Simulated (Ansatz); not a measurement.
KBr (rock salt)

```
CELL_PARAMETERS angstrom
      0.00000     3.35261     3.35261
      3.35261     0.00000     3.35261
      3.35261     3.35261     0.00000
ATOMIC_POSITIONS crystal
  Br 0.00000 0.00000 0.00000
  K  0.50000 0.50000 0.50000
```

In this cell atom 1 (Br, nearest neighbour K at 3.353 Å; its periodic images, 4.7 Å or more away, move with it) is moved by u·(0.707, 0.707, 0.000) + v·(0.000, 0.000, 1.000); the rest is frozen.

Method: PBE (plane waves to 420 eV, PAW, scalar-relativistic; Ansatz, a first-principles code). k mesh 7×7×7 (Γ-centred), Fermi-Dirac smearing 0.05 eV. E stands for the smeared free energy. KBr was relaxed with its symmetry unable to fall.

Changes of ΔE (meV/cell) from the point u = 0.000 Å, v = 0.000 Å when one coordinate moves alone (two changes are said to add if the coupling is within 5 % of the smaller one, nearly so within 20 %):

| point | change |
|---|---|
| u = 0.000 Å, v = -0.500 Å | 174.45 |
| u = 0.000 Å, v = -0.250 Å | 33.49 |
| u = -0.500 Å, v = 0.000 Å | 133.40 |
| u = -0.250 Å, v = 0.000 Å | 31.13 |
| u = 0.250 Å, v = 0.000 Å | 31.13 |
| u = 0.500 Å, v = 0.000 Å | 133.40 |
| u = 0.000 Å, v = 0.250 Å | 33.49 |
| u = 0.000 Å, v = 0.500 Å | 174.45 |

Problem. Do the two effects add at u = 0.250 Å, v = 0.250 Å? Give the computed change.

Solution. The sum of the single changes is 31.13 + (33.49) = 64.62; the calculation gives 61.52, so the coupling contributes -3.10 (under 20 % of the smaller single change, nearly additive).

Problem. What is the change at u = -0.500 Å, v = -0.250 Å, where both move, and how far is it from the sum?

Solution. The sum of the single changes is 133.40 + (33.49) = 166.89; the calculation gives 154.49, so the coupling contributes -12.40 (over 20 % of the smaller single change, not additive).

Problem. What is the change at u = 0.250 Å, v = 0.500 Å, where both move, and how far is it from the sum?

Solution. The sum of the single changes is 31.13 + (174.45) = 205.58; the calculation gives 191.81, so the coupling contributes -13.77 (over 20 % of the smaller single change, not additive).

(For displaced atoms, the force is minus the slope of the energy, and its curvature is a force constant, which sets phonon frequencies.)
